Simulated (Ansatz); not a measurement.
A crystal relaxed with r2SCAN in the plane-wave code Ansatz has space group I-4 (No. 82) and a = 6.101 Å, c = 11.783 Å.

```
atom  site       x       y       z
  Ag    2a  0.0000  0.0000  0.0000
  Ag    2c  0.0000  0.5000  0.2500
  Mg    2d  0.5000  0.0000  0.2500
  Sn    2b  0.5000  0.5000  0.0000
  Xx    8g  0.2469  0.7632  0.3747
```

With r2SCAN the gap is 0.76 eV and direct, at Γ. With HSE06 the gap is 1.30 eV and direct, at Γ. With PBE the gap is 0.36 eV and direct, at Γ. Meshes: r2SCAN 6×6×6, HSE06 4×4×4, PBE 6×6×6.

**Question.** Which element is Xx?
A. Te
B. S
C. O
D. Se

**Answer.** D. Xx is Se: Ag2MgSnSe4 in the kesterite structure. Ag has 4 Se at 2.67 Å; Ag has 4 Se at 2.65 Å; Mg has 4 Se at 2.58 Å; Sn has 4 Se at 2.56 Å; Se has 1 Sn at 2.56 Å and 1 Mg at 2.58 Å and 2 Ag at 2.65–2.67 Å.

These are computed values for a spin-unpolarised cell that may be hypothetical; none is a measurement.

Spin-orbit coupling is left out, which matters wherever the heavy atoms make up the band edges.
